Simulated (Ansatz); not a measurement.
**AuCu3-type LaPb₃**

Method: PBEsol, scalar-relativistic; no spin polarisation; PAW, 420 eV, Γ-centred 6×6×6 mesh, 0.05 eV Gaussian smearing; code Ansatz. The datasets are Ansatz's generated set soft_2.

```
La Pb
1.0
     4.88030    0.00000    0.00000
     0.00000    4.88030    0.00000
     0.00000    0.00000    4.88030
La Pb
1 3
Direct
  0.00000 0.00000 0.00000
  0.00000 0.50000 0.50000
  0.50000 0.50000 0.00000
  0.50000 0.00000 0.50000
```

The start was a prototype's sites filled with these elements; the Crystallography Open Database holds the compound in this structure.

The cell has space group Pm-3m (read at 0.01 Å). In it the stress is 0.00, 0.00, 0.00, 0.00, 0.00, 0.00 GPa and the largest force component 0.000 eV/Å. Each change below starts from this cell, without further relaxation. Stress is in GPa, positive in compression, in the order xx, yy, zz, yz, xz, xy; energies are counted from the cell above and are free energies with the smearing's entropy, which match forces and stress in a metal.

Problem. One atom was moved along a Cartesian axis, and these forces appeared. Which atom, and about how far?
| atom | Fx (eV/Å) | Fy | Fz |
| --- | --- | --- | --- |
| La1 | 0.000 | 0.000 | -0.027 |
| Pb2 | 0.000 | 0.000 | 0.102 |
| Pb3 | 0.000 | 0.000 | -0.177 |
| Pb4 | 0.000 | 0.000 | 0.102 |

Solution. Atom 3 (Pb) is moved by 0.08 Å along z; the energy changes by 7.0 meV per cell.

Problem. A single strain component, atoms carried along, gave the stress 0.03, 0.06, 0.03, 0.00, 0.65, 0.00. Which component, and about how large?

Solution. An engineering strain of -2 % in xz; the energy changes by 5.2 meV per cell.

For elements this heavy, spin–orbit coupling would shift levels and gaps; it isn't included here.
